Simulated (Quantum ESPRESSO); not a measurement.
Simulation results for Ga4NO4F (made-up cell)

All values are calculated (Quantum ESPRESSO 7.5). Calculation on a made-up crystal cell, not a measurement, with one named mistake planted (healthy values lack it): periodic Kohn-Sham density functional theory in plane waves with PseudoDojo standard norm-conserving scalar-relativistic pseudopotentials, each functional with its own files (v0.5 for PBE, v0.4.1 for LDA and PBEsol), no spin polarisation, no spin-orbit coupling, atoms not relaxed, stress positive in tension, energies less a fixed whole-eV offset for each atom's element; levels are Kohn-Sham levels at fractions of this cell's reciprocal vectors, counted from the reference band (half the neutral cell's valence electrons, rounded up) at Gamma; error bars cover cutoff and k-mesh only, not smearing or the files; each bar is the largest change over components, and at least 0.002 eV, 0.002 eV per angstrom or 0.02 GPa; a charged cell sits in a uniform background, with energy and stress on this program's zero of potential; no dispersion term; energies are for the whole cell, and the offsets were chosen from early runs and are not element reference energies; a distance is the largest change of any value in units of its error bar (the energy's for the smearing term), a scale change is of lengths, and a coarse mesh keeps the half-step shift; machines and their load varied, so run times do not measure scaling.

### Ga4NO4F (made-up cell)

Intended structure:
```
Ga4NO4F
1.0
      2.5102     1.4055     4.4218
     -2.5403     1.4285     4.4311
      0.0049    -2.8597     4.4347
Ga O N F
4 4 1 1
Direct
  0.36586 0.34669 0.33170
  0.15772 0.14650 0.15339
  0.63216 0.66220 0.66078
  0.86503 0.85510 0.83879
  0.57190 0.95366 0.24660
  0.23652 0.54237 0.97314
  0.94000 0.25992 0.54470
  0.44134 0.05270 0.75714
  0.76862 0.45054 0.02573
  0.04794 0.74484 0.46277
```

```
lattice type                     : corundum
intended functional              : pbe
intended cutoff                  : 1143 eV
intended fermi dirac smearing    : 0.025 eV
intended scf tolerance           : 1e-07 eV
intended electrons removed       : 0
healthy free energy less offsets : 8.974 eV
healthy scf iterations           : 13
healthy smearing term minus ts   : 0 eV
healthy pressure                 : 21.63 GPa
healthy stress xx                : -14.12 GPa
healthy stress yy                : -22.36 GPa
healthy stress zz                : -28.41 GPa
healthy stress yz                : 0.16 GPa
healthy stress xz                : 4.47 GPa
healthy stress xy                : -3.72 GPa
healthy reference band           : 44
fault kind                       : wrong charge
fault electrons removed          : -1
faulty run command               : mpirun -np 4 pw.x -nk 4 -in in
faulty run processor             : Intel Xeon, older, virtual cores
intended k mesh                  : 5 x 5 x 5, shifted by half a step
structure shown                  : as intended, without the mistake
```

Atoms:
```csv
atoms element,atom site,atom energy offset (eV)
Ga,1,-2080
Ga,2,-2080
Ga,3,-2080
Ga,4,-2080
O,5,-452
O,6,-452
O,7,-452
O,8,-452
N,9,-283
F,10,-677
```

Healthy forces:
```csv
site,x (eV/Å),y (eV/Å),z (eV/Å)
1,1.654,-0.059,2.319
2,-2.022,1.846,-1.719
3,0.437,-1.534,-1.944
4,-0.822,-3.17,1.662
5,0.411,-1.002,-0.821
6,-0.835,2.507,0.264
7,0.979,-0.507,-0.161
8,-0.423,0.687,-0.017
9,-0.341,-1.186,0.517
10,0.961,2.419,-0.099
```

Healthy levels:
```csv
level k point,next band up (eV)
Gamma,1.449
"(1/2,1/2,1/2)",4.165
"(0.15,0,0)",2.121
"(0,0.15,0)",2.134
"(0,0,0.15)",2.175
```

Questions
1. Estimate the faulty stress xz of Ga4NO4F (made-up cell).
2. Ga4NO4F (made-up cell): faulty stress zz?

Answers
1. 5.022 GPa
2. -69.74 GPa

Further results for Ga4NO4F (made-up cell):

```
faulty free energy less offsets                            : 24.34 eV
faulty scf iterations                                      : 12
faulty smearing term minus ts                              : -0.004134 eV
faulty pressure                                            : 64.23 GPa
faulty stress xx                                           : -57.08 GPa
faulty stress yy                                           : -65.86 GPa
faulty stress yz                                           : 0.5522 GPa
faulty stress xy                                           : -2.179 GPa
faulty reference band                                      : 44
other mistakes compared                                    : 7
distance from healthy                                      : 4405 error bars
distance from nearest other mistake                        : 2969 error bars
healthy error bar energy                                   : 0.003487 eV
healthy error bar stress                                   : 0.02 GPa
healthy error bar force                                    : 0.002 eV/Å
healthy error bar next band up                             : 0.002 eV
faulty wall time of scf and band steps on a shared machine : 274.3 s
```

Faulty forces:
```csv
site,x (eV/Å),y (eV/Å),z (eV/Å)
1,1.522,-0.03904,2.401
2,-1.888,1.468,-1.768
3,0.5073,-1.443,-1.915
4,-0.723,-2.889,1.58
5,0.6532,-0.353,-0.6238
6,-0.6695,2.259,0.2175
7,0.1656,-0.52,0.1835
8,-0.4119,0.6491,-0.1455
9,-0.3163,-1.083,0.575
10,1.161,1.951,-0.5045
```

Faulty levels:
```csv
level k point,next band up (eV)
Gamma,1.417
"(1/2,1/2,1/2)",4.171
"(0.15,0,0)",2.106
"(0,0.15,0)",2.117
"(0,0,0.15)",2.16
```
